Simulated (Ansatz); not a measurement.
Space group P-4m2 (No. 115). a = 6.911 Å, b = 6.911 Å, c = 6.421 Å, α = 90.00°, β = 90.00°, γ = 90.00°
| atom | site | symmetry | x | y | z |
| --- | --- | --- | --- | --- | --- |
| Si | 4j | .m. | 0.2694 | 0.0000 | 0.1193 |
| Si | 1d | -4m2 | 0.0000 | 0.0000 | 0.5000 |
| O | 4j | .m. | 0.1917 | 0.0000 | 0.3564 |
| O | 4h | ..2 | 0.1912 | 0.1912 | 0.0000 |
| O | 2g | 2mm. | 0.5000 | 0.0000 | 0.1205 |

Equation of state of this SiO$_{2}$ structure (not necessarily the ground state), with shape and atoms relaxed at each volume where symmetry leaves them free. Theory: Ansatz 0.2.0, DFT r2SCAN, scalar-relativistic, plane waves, PAW.

Settings: cutoff 500 eV, Γ-centred mesh 4×4×4 on the computed 15-atom cell, Gaussian smearing of 0.02 eV; no spin polarisation.

```
V (Å³/atom) E − E(largest V) (meV/atom) P (GPa) gap on mesh (eV)
     17.992                        40.75    12.24              6.29
     18.605                        -0.52     9.23              6.42
     19.219                       -29.60     5.97              6.47
     19.832                       -46.44     2.86              6.46
     20.446                       -51.82     0.00              6.42
     21.059                       -46.73    -2.60              6.33
     21.672                       -32.23    -4.93              6.21
     22.490                         0.00    -7.63              6.00
```

Question: Fit a third-order Birch–Murnaghan equation to E(V).

Answer: V0 = 20.45 Å³/atom, B0 = 90 GPa, B0' = 1.8.

The gaps are read on the mesh, which can miss the band edges, so they can be too wide.

This form isn't the usual stable structure of the compound.

Cost: 8 runs of about 29 core-minutes in all, on Oxide Virtual Turin-like Processor (Zen 5) (shared hosts).